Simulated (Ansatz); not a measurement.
ZnCu$_{2}$SnS$_{4}$:
```yaml
crystal:
  lattice:
    - [-2.70701, 2.70701, 5.41051]
    - [2.70701, -2.70701, 5.41051]
    - [2.70701, 2.70701, -5.41051]
  atoms:
    - { symbol: Cu, position: [0.00000, 0.00000, 0.00000] }
    - { symbol: Cu, position: [0.75000, 0.25000, 0.50000] }
    - { symbol: Zn, position: [0.25000, 0.75000, 0.50000] }
    - { symbol: Sn, position: [0.50000, 0.50000, 0.00000] }
    - { symbol: S, position: [0.63518, 0.62871, 0.52216] }
    - { symbol: S, position: [0.10655, 0.11302, 0.47784] }
    - { symbol: S, position: [0.37129, 0.89345, 0.00647] }
    - { symbol: S, position: [0.88698, 0.36482, 0.99353] }
```

Relaxed with r²SCAN. Special points in fractions of this cell's reciprocal vectors: Γ (0.000, 0.000, 0.000); X (0.000, 0.000, 0.500); P (0.250, 0.250, 0.250); N (0.000, 0.500, 0.000); M (0.500, 0.500, -0.500); S (0.313, 0.687, -0.313); S0 (-0.313, 0.313, 0.313); R (-0.125, 0.125, 0.500); G (0.500, 0.500, -0.125).

**Question.** List the band energies nearest the valence-band maximum at these points for r²SCAN in the plane-wave PAW code Ansatz.

**Answer.** In eV from the valence-band maximum; about four levels below and three above (degenerate sets whole), none deeper than 8.9 eV; points with the same levels are listed once.

```tsv
k	below	above
Γ	-1.47 -0.07 -0.07 0.00	0.47 2.14 3.06
X	-0.81 -0.72 -0.52 -0.42	0.85 2.64 3.41
P	-0.80 -0.79 -0.59 -0.57	1.07 3.16 3.34
N	-1.18 -1.13 -1.03 -0.51	1.83 3.36 3.56
M	-1.17 -1.17 -1.09 -0.88 -0.88	1.47 2.19 2.19
S	-1.33 -1.07 -0.70 -0.58	1.72 2.65 3.37
R	-0.84 -0.77 -0.68 -0.60	1.08 2.84 3.82
```

Space group I-4. The r²SCAN relaxation kept the symmetry of its start. The run is not spin-polarised. Spin–orbit coupling is left out wherever it is not named.

Potentials: the later of the program's two PAW sets.
